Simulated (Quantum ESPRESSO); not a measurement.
## Calculated data, MgAlGaGeAs4 (made-up cell)

Computed with Quantum ESPRESSO 7.5. Calculation on a made-up crystal cell, not a measurement: periodic Kohn-Sham density functional theory in plane waves with PseudoDojo standard norm-conserving scalar-relativistic pseudopotentials, each functional with its own files (v0.5 for PBE, v0.4.1 for LDA and PBEsol), no spin polarisation, no spin-orbit coupling, atoms not relaxed, stress positive in tension, energies less a fixed whole-eV offset for each atom's element; levels are Kohn-Sham levels at fractions of this cell's reciprocal vectors, counted from the reference band (half the neutral cell's valence electrons, rounded up) at Gamma; error bars cover cutoff and k-mesh only, not smearing or the files; added strain carries the atoms with the cell, and shear is the tensor component; each bar is the largest change over components, and at least 0.002 eV, 0.002 eV per angstrom or 0.02 GPa; energies are for the whole cell, and the offsets were chosen from early runs and are not element reference energies.

Settings shared by all entries: lattice type zincblende/diamond; functional pbe; cutoff 1143 eV; fermi dirac smearing 0.1 eV; scf tolerance 1e-07 eV; electrons removed 0; k mesh 6 x 6 x 6, shifted by half a step.

(1) 
```cif
# cell vector a (Å): 5.5420 0.0486 -0.0244
# cell vector b (Å): 0.0486 5.6505 0.0565
# cell vector c (Å): -0.0244 0.0565 5.4825
data_MgAlGaGeAs4
_symmetry_space_group_name_H-M 'P 1'
_symmetry_Int_Tables_number 1
_cell_length_a 5.5423
_cell_length_b 5.6510
_cell_length_c 5.4828
_cell_angle_alpha 88.839
_cell_angle_beta 90.502
_cell_angle_gamma 89.007
_cell_volume 171.65
loop_
_atom_site_label
_atom_site_type_symbol
_atom_site_fract_x
_atom_site_fract_y
_atom_site_fract_z
_atom_site_occupancy
Al1 Al 0.00790 0.99396 0.01108 1
Mg1 Mg 0.01629 0.50184 0.50346 1
Ge1 Ge 0.48767 0.98662 0.51315 1
Ga1 Ga 0.49903 0.50198 0.00925 1
As1 As 0.24265 0.26961 0.25222 1
As2 As 0.24451 0.75869 0.76343 1
As3 As 0.77091 0.23557 0.74789 1
As4 As 0.75374 0.75350 0.24796 1
_calc_free_energy_less_offsets 2.077  # eV
_calc_smearing_term_minus_ts -0.008322  # eV
_calc_scf_iterations 10
_calc_pressure 10.98  # GPa
_calc_stress_xx -10.55  # GPa
_calc_stress_yy -10.67  # GPa
_calc_stress_zz -11.72  # GPa
_calc_stress_yz 1.42  # GPa
_calc_stress_xz 1.549  # GPa
_calc_stress_xy 0.5327  # GPa
_calc_fermi_level 0.103  # eV
_calc_reference_band 50
_calc_error_bar_energy 0.004058  # eV
_calc_error_bar_stress 0.02  # GPa
_calc_error_bar_force 0.004587  # eV/angstrom
_calc_error_bar_next_band_up 0.002  # eV
_calc_error_bar_fermi_level 0.02024  # eV
_calc_error_bars_from 'tighter rerun of a related cell'
```

Atoms:
```
atoms element  atom site  atom energy offset (eV)
           Al          1                      -64
           Mg          2                    -1617
           Ge          3                    -2430
           Ga          4                    -2080
           As          5                    -2887
           As          6                    -2887
           As          7                    -2887
           As          8                    -2887
```

Forces:
```
site  x (eV/Å)  y (eV/Å)  z (eV/Å)
   1   -0.1005    0.9111    0.5553
   2    -1.004    0.6344    0.8287
   3     1.155       1.3   -0.7669
   4     1.137   -0.4717   -0.6831
   5    0.9204    -2.003   -0.6997
   6    0.2172   -0.6579     0.214
   7    -1.535     0.329    0.1767
   8   -0.7906  -0.04144     0.375
```

Levels:
```
level k point  next band up (eV)
        Gamma            0.03578
(1/2,1/2,1/2)           -0.07368
   (0.15,0,0)             0.4282
   (0,0.15,0)             0.4776
   (0,0,0.15)             0.4551
```

(2) 
```cif
# cell vector a (Å): 5.5420 0.0486 -0.0244
# cell vector b (Å): 0.0486 5.6505 0.0565
# cell vector c (Å): -0.0244 0.0565 5.4825
data_MgAlGaGeAs4
_symmetry_space_group_name_H-M 'P 1'
_symmetry_Int_Tables_number 1
_cell_length_a 5.5423
_cell_length_b 5.6510
_cell_length_c 5.4828
_cell_angle_alpha 88.839
_cell_angle_beta 90.502
_cell_angle_gamma 89.007
_cell_volume 171.65
loop_
_atom_site_label
_atom_site_type_symbol
_atom_site_fract_x
_atom_site_fract_y
_atom_site_fract_z
_atom_site_occupancy
Al1 Al 0.00790 0.99396 0.01108 1
Mg1 Mg 0.01629 0.50184 0.50346 1
Ge1 Ge 0.48767 0.98662 0.51315 1
Ga1 Ga 0.49903 0.50198 0.00925 1
As1 As 0.24265 0.26961 0.25222 1
As2 As 0.24445 0.76467 0.76337 1
As3 As 0.77091 0.23557 0.74789 1
As4 As 0.75374 0.75350 0.24796 1
_calc_free_energy_less_offsets 2.107  # eV
_calc_smearing_term_minus_ts -0.008349  # eV
_calc_scf_iterations 10
_calc_pressure 11.05  # GPa
_calc_stress_xx -10.63  # GPa
_calc_stress_yy -10.74  # GPa
_calc_stress_zz -11.78  # GPa
_calc_stress_yz 1.415  # GPa
_calc_stress_xz 2.021  # GPa
_calc_stress_xy 0.5195  # GPa
_calc_fermi_level 0.09647  # eV
_calc_reference_band 50
_calc_error_bar_energy 0.004058  # eV
_calc_error_bar_stress 0.02  # GPa
_calc_error_bar_force 0.004587  # eV/angstrom
_calc_error_bar_next_band_up 0.002  # eV
_calc_error_bar_fermi_level 0.02024  # eV
_calc_error_bars_from 'tighter rerun of a related cell'
```

Atoms:
```
atoms element  atom site  atom energy offset (eV)
           Al          1                      -64
           Mg          2                    -1617
           Ge          3                    -2430
           Ga          4                    -2080
           As          5                    -2887
           As          6                    -2887
           As          7                    -2887
           As          8                    -2887
```

Forces:
```
site  x (eV/Å)  y (eV/Å)  z (eV/Å)
   1   -0.2165     1.042    0.6771
   2   -0.9139     0.723    0.9333
   3     1.273     1.428   -0.8829
   4      1.05   -0.3951   -0.7656
   5    0.9201    -1.973   -0.6948
   6    0.2159    -1.121     0.182
   7    -1.537    0.3563    0.1759
   8   -0.7919  -0.06037    0.3749
```

Levels:
```
level k point  next band up (eV)
        Gamma            0.03072
(1/2,1/2,1/2)           -0.07909
   (0.15,0,0)             0.4289
   (0,0.15,0)             0.4729
   (0,0,0.15)             0.4434
```

(3) 
```cif
# cell vector a (Å): 5.5420 0.0486 -0.0244
# cell vector b (Å): 0.0486 5.6505 0.0565
# cell vector c (Å): -0.0244 0.0565 5.4825
data_MgAlGaGeAs4
_symmetry_space_group_name_H-M 'P 1'
_symmetry_Int_Tables_number 1
_cell_length_a 5.5423
_cell_length_b 5.6510
_cell_length_c 5.4828
_cell_angle_alpha 88.839
_cell_angle_beta 90.502
_cell_angle_gamma 89.007
_cell_volume 171.65
loop_
_atom_site_label
_atom_site_type_symbol
_atom_site_fract_x
_atom_site_fract_y
_atom_site_fract_z
_atom_site_occupancy
Al1 Al 0.00790 0.99396 0.01108 1
Mg1 Mg 0.01629 0.50184 0.50346 1
Ge1 Ge 0.48767 0.98662 0.51315 1
Ga1 Ga 0.49903 0.50198 0.00925 1
As1 As 0.24265 0.26961 0.25222 1
As2 As 0.24444 0.76637 0.76335 1
As3 As 0.77091 0.23557 0.74789 1
As4 As 0.75374 0.75350 0.24796 1
_calc_free_energy_less_offsets 2.119  # eV
_calc_smearing_term_minus_ts -0.008367  # eV
_calc_scf_iterations 10
_calc_pressure 11.07  # GPa
_calc_stress_xx -10.66  # GPa
_calc_stress_yy -10.76  # GPa
_calc_stress_zz -11.8  # GPa
_calc_stress_yz 1.414  # GPa
_calc_stress_xz 2.156  # GPa
_calc_stress_xy 0.5162  # GPa
_calc_fermi_level 0.09487  # eV
_calc_reference_band 50
_calc_error_bar_energy 0.004058  # eV
_calc_error_bar_stress 0.02  # GPa
_calc_error_bar_force 0.004587  # eV/angstrom
_calc_error_bar_next_band_up 0.002  # eV
_calc_error_bar_fermi_level 0.02024  # eV
_calc_error_bars_from 'tighter rerun of a related cell'
```

Atoms:
```
atoms element  atom site  atom energy offset (eV)
           Al          1                      -64
           Mg          2                    -1617
           Ge          3                    -2430
           Ga          4                    -2080
           As          5                    -2887
           As          6                    -2887
           As          7                    -2887
           As          8                    -2887
```

Forces:
```
site  x (eV/Å)  y (eV/Å)  z (eV/Å)
   1   -0.2509      1.08    0.7133
   2   -0.8896    0.7476    0.9617
   3     1.308     1.465   -0.9173
   4     1.027    -0.374   -0.7877
   5    0.9203    -1.965   -0.6936
   6    0.2154    -1.252     0.173
   7    -1.538    0.3641    0.1758
   8   -0.7924  -0.06569    0.3749
```

Levels:
```
level k point  next band up (eV)
        Gamma            0.02989
(1/2,1/2,1/2)           -0.08041
   (0.15,0,0)             0.4292
   (0,0.15,0)             0.4714
   (0,0,0.15)               0.44
```

(4) 
```cif
# cell vector a (Å): 5.5420 0.0486 -0.0244
# cell vector b (Å): 0.0486 5.6505 0.0565
# cell vector c (Å): -0.0244 0.0565 5.4825
data_MgAlGaGeAs4
_symmetry_space_group_name_H-M 'P 1'
_symmetry_Int_Tables_number 1
_cell_length_a 5.5423
_cell_length_b 5.6510
_cell_length_c 5.4828
_cell_angle_alpha 88.839
_cell_angle_beta 90.502
_cell_angle_gamma 89.007
_cell_volume 171.65
loop_
_atom_site_label
_atom_site_type_symbol
_atom_site_fract_x
_atom_site_fract_y
_atom_site_fract_z
_atom_site_occupancy
Al1 Al 0.00790 0.99396 0.01108 1
Mg1 Mg 0.01629 0.50184 0.50346 1
Ge1 Ge 0.48767 0.98662 0.51315 1
Ga1 Ga 0.49903 0.50198 0.00925 1
As1 As 0.24265 0.26961 0.25222 1
As2 As 0.24440 0.77028 0.76331 1
As3 As 0.77091 0.23557 0.74789 1
As4 As 0.75374 0.75350 0.24796 1
_calc_free_energy_less_offsets 2.15  # eV
_calc_smearing_term_minus_ts -0.008423  # eV
_calc_scf_iterations 10
_calc_pressure 11.14  # GPa
_calc_stress_xx -10.74  # GPa
_calc_stress_yy -10.79  # GPa
_calc_stress_zz -11.87  # GPa
_calc_stress_yz 1.412  # GPa
_calc_stress_xz 2.47  # GPa
_calc_stress_xy 0.5094  # GPa
_calc_fermi_level 0.09159  # eV
_calc_reference_band 50
_calc_error_bar_energy 0.004058  # eV
_calc_error_bar_stress 0.02  # GPa
_calc_error_bar_force 0.004587  # eV/angstrom
_calc_error_bar_next_band_up 0.002  # eV
_calc_error_bar_fermi_level 0.02024  # eV
_calc_error_bars_from 'tighter rerun of a related cell'
```

Atoms:
```
atoms element  atom site  atom energy offset (eV)
           Al          1                      -64
           Mg          2                    -1617
           Ge          3                    -2430
           Ga          4                    -2080
           As          5                    -2887
           As          6                    -2887
           As          7                    -2887
           As          8                    -2887
```

Forces:
```
site  x (eV/Å)  y (eV/Å)  z (eV/Å)
   1   -0.3327     1.167    0.7991
   2   -0.8352    0.8029     1.025
   3     1.391     1.549    -0.999
   4    0.9747   -0.3269   -0.8366
   5    0.9201    -1.945   -0.6903
   6     0.214    -1.551    0.1521
   7    -1.539     0.382    0.1753
   8   -0.7933  -0.07799    0.3745
```

Levels:
```
level k point  next band up (eV)
        Gamma            0.02893
(1/2,1/2,1/2)           -0.08306
   (0.15,0,0)             0.4301
   (0,0.15,0)             0.4676
   (0,0,0.15)             0.4321
```
